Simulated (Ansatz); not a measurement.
## Does relaxation matter for the field gradients of ZnS with Sb replacing Zn?

Start: a supercell of ZnS (space group P6_3mc) built from a COD entry, with all atoms left at the host's positions.

```cif
data_Zn15SbS16
_symmetry_space_group_name_H-M 'P3m1'
_symmetry_Int_Tables_number 156
_cell_length_a 7.6454
_cell_length_b 7.6454
_cell_length_c 12.5200
_cell_angle_alpha 90.000
_cell_angle_beta 90.000
_cell_angle_gamma 120.000
loop_
_atom_site_label
_atom_site_type_symbol
_atom_site_symmetry_multiplicity
_atom_site_Wyckoff_symbol
_atom_site_fract_x
_atom_site_fract_y
_atom_site_fract_z
Sb Sb 1 a 0.0000 0.0000 0.0000
Zn2 Zn 3 d 0.0000 0.5000 0.0000
Zn5 Zn 1 a 0.0000 0.0000 0.5000
Zn6 Zn 3 d 0.0000 0.5000 0.5000
Zn9 Zn 3 d 0.1667 0.3333 0.2500
Zn11 Zn 1 c 0.6667 0.3333 0.2500
Zn13 Zn 3 d 0.3333 0.1667 0.7500
Zn14 Zn 1 b 0.3333 0.6667 0.7500
S17 S 1 a 0.0000 0.0000 0.1875
S18 S 3 d 0.0000 0.5000 0.1875
S21 S 1 a 0.0000 0.0000 0.6875
S22 S 3 d 0.0000 0.5000 0.6875
S25 S 3 d 0.1667 0.3333 0.4375
S27 S 1 c 0.6667 0.3333 0.4375
S29 S 3 d 0.3333 0.1667 0.9375
S30 S 1 b 0.3333 0.6667 0.9375
```

One atom of each set is listed.

All values are calculated (Ansatz; DFT, PBE, plane waves and PAW, scalar-relativistic, 420 eV cutoff, Γ-centred 3×3×2 k-points, Fermi–Dirac smearing 0.01 eV, cell charge +1), not measured.

The largest force at the start is 3.7 eV/Å. Relaxing the ions at fixed cell moves them by 0.320 Å at most (atom 17, S) and 0.111 Å rms.

```tsv
site	moved (Å)	first shell before	first shell after	V_zz before (10²¹ V/m²)	η before
Sb	0.031	4 S at 2.34–2.35 Å	4 S at 2.59–2.64 Å	1.51	0.00
Zn2	0.070	4 S at 2.34–2.35 Å	4 S at 2.31–2.34 Å	1.37	0.76
Zn6	0.011	4 S at 2.34–2.35 Å	4 S at 2.32–2.33 Å	0.51	0.31
Zn9	0.111	4 S at 2.34–2.35 Å	4 S at 2.31–2.34 Å	1.66	0.53
Zn13	0.133	4 S at 2.34–2.35 Å	4 S at 2.31–2.37 Å	1.99	0.05
S17	0.320	3 Zn at 2.34 Å, 1 Sb at 2.35 Å	3 Zn at 2.34 Å, 1 Sb at 2.64 Å	2.24	0.00
S18	0.008	4 Zn at 2.34–2.35 Å	4 Zn at 2.31–2.35 Å	-0.88	0.31
S21	0.002	4 Zn at 2.34–2.35 Å	4 Zn at 2.32–2.36 Å	0.29	0.00
S22	0.037	4 Zn at 2.34–2.35 Å	4 Zn at 2.31–2.33 Å	-0.53	0.02
S25	0.048	4 Zn at 2.34–2.35 Å	4 Zn at 2.31–2.33 Å	1.26	0.17
S29	0.241	3 Zn at 2.34–2.35 Å, 1 Sb at 2.34 Å	3 Zn at 2.34–2.37 Å, 1 Sb at 2.59 Å	2.14	0.45
```

Question: What are V_zz and η after the relaxation?

Answer: 

```
site  V_zz after  η after  change of V_zz
  Sb       0.073     0.00           -1.44
 Zn2        2.72     0.33           +1.35
 Zn6        0.47     0.33           -0.04
 Zn9       -1.83     0.67               –
Zn13        2.87     0.26           +0.88
 S17        0.24     0.00           -2.00
 S18        1.26     0.14               –
 S21       -0.78     0.00           -1.07
 S22       -1.06     0.13               –
 S25        0.94     0.89               –
 S29        2.20     0.28           +0.06
```

The largest change of V_zz along a kept axis is on S17, from 2.24 to 0.24. In per cent, |V_zz| changes by -95 on Sb, -7 to +99 on Zn, -89 to +3 on S (all sites that start above 0.5, bar those whose gradient vanishes or changes sign or whose main axis turns by over 40°). Where |V_zz| stays above 0.1 and the axes keep their order, η moves most on Zn2, from 0.76 to 0.33. On Zn6 V_xx and V_yy change places (or their axes turn by over 50°), so the two values of η hide a larger change. V_zz changes sign on S21 (same axis). On Zn9, S25, S18, S22 the largest principal value lies along another axis in the second run, so the two V_zz can't be compared directly. The table leaves out 5 of the 16 sites, with |V_zz| up to 1.27; their tensors move by 1.00 at most along any direction. The statements above cover all sites. The host's own positions weren't relaxed first, so part of the change far from the defect can be the host's relaxation.

The defect repeats with the cell of 32 atoms, so it feels its images: sites between two images don't show the values beside a lone defect, and zeros or small values of η there can come from the images' arrangement. S and Zn carry a gradient in the pure host already, so the values there aren't the defect's effect alone. A uniform background compensates the cell's charge. With these PAW files V_zz is typically within 2 to 3 % of all-electron values, but misses above 10 % occur on Sb.
Before: Without spin–orbit coupling (the program notes it for Sb) the gradients can shift somewhat, as the gap is small. With a gap of 0.5 eV on this mesh, small gradients can still move by 0.1 × 10²¹ V/m² or more as the k-mesh gets denser. The neighbours have not yet relaxed around the defect (largest force 3.7 eV/Å), so the values at and beside it are those of a strained start, not of the defect in a real crystal.
After: The relaxation keeps the site symmetry 3m of the start, so the impurity can move only along its axis; a start off the site could end lower. Without spin–orbit coupling (the program notes it for Sb) the gradients are little affected as a rule: paired runs on crystals with a gap mostly move them by under 2 % at such atoms.
